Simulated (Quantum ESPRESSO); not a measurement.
```cif
data_Cd4O4
_chemical_formula_sum 'O4 Cd4'
_space_group_name_H-M_alt 'Fm-3m'
_space_group_IT_number 225
_space_group_name_Hall '-F 4 2 3'
_cell_length_a 4.72199
_cell_length_b 4.72199
_cell_length_c 4.72199
_cell_angle_alpha 90.000
_cell_angle_beta 90.000
_cell_angle_gamma 90.000
loop_
_atom_site_label
_atom_site_type_symbol
_atom_site_symmetry_multiplicity
_atom_site_Wyckoff_symbol
_atom_site_fract_x
_atom_site_fract_y
_atom_site_fract_z
_atom_site_occupancy
O1 O 4 b 0.50000 0.50000 0.50000 1
Cd1 Cd 4 a 0.00000 0.00000 0.00000 1
```
(The calculation used a cell of 2 atoms; values per cell refer to that cell.)

The geometry is that of Materials Project entry mp-1132, symmetrised and not relaxed again.

**Question.** What does PBE (pw.x of Quantum ESPRESSO, ONCV potentials, scalar-relativistic) give for the electronic structure near the Fermi level?

**Answer.** At this level the gap is closed or nearly so: along the path the highest valence and lowest conduction bands touch, or overlap by less than 0.6 eV, a zero-gap or semimetallic result; the valence top lies at L, the conduction bottom at Γ, 0.42 eV lower. Semilocal functionals close the gaps of some narrow-gap semiconductors, so this alone doesn't show that the compound has none. Spin-orbit splittings are left out.
